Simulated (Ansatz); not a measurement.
**Ag, dhcp (4H): geometry optimisation**

The calculation used Ansatz 0.2.0, DFT, r2SCAN, plane waves (500 eV) with PAW, scalar-relativistic. The PAW files were generated under PBE, with cores re-solved for the functional.

k-point mesh 13×13×3, Fermi-Dirac smearing 0.1 eV, no spin polarisation. Cell and atoms relax.

Starting structure:

```xyz
4
Lattice="2.8862 0.0000 0.0000 -1.4431 2.4995 0.0000 0.0000 0.0000 10.0000" Properties=species:S:1:pos:R:3 pbc="T T T"
Ag    0.0000    1.6663    2.5000
Ag    1.4431    0.8332    7.5000
Ag    0.0000    0.0000    0.0000
Ag    0.0000    0.0000    5.0000
```

Question: What cell does the relaxation end in?

Answer: P6_3/mmc with a = 2.891 Å, c = 9.558 Å (c/a = 3.307); 17.29 Å³ per atom against 18.04 at the start (-4.1 %).

Question: How much energy does the relaxation gain?

Answer: 16.0 meV per atom.

Path of the relaxation (the plane waves are chosen anew near the end, which can shift the energy a little):

| step | E − E(final) (meV/atom) | V (Å³/atom) | P (GPa) | max force (eV/Å) |
| --- | --- | --- | --- | --- |
| 0 | 15.98 | 18.035 | -3.53 | 0.000 |
| 1 | 4.55 | 16.792 | 3.29 | 0.000 |
| 2 | -0.03 | 17.308 | -0.09 | 0.000 |
| 3 | -0.31 | 17.288 | 0.01 | 0.000 |
| 4 | -0.33 | 17.290 | 0.00 | 0.000 |
| 5 | 0.00 | 17.290 | -0.02 | 0.000 |
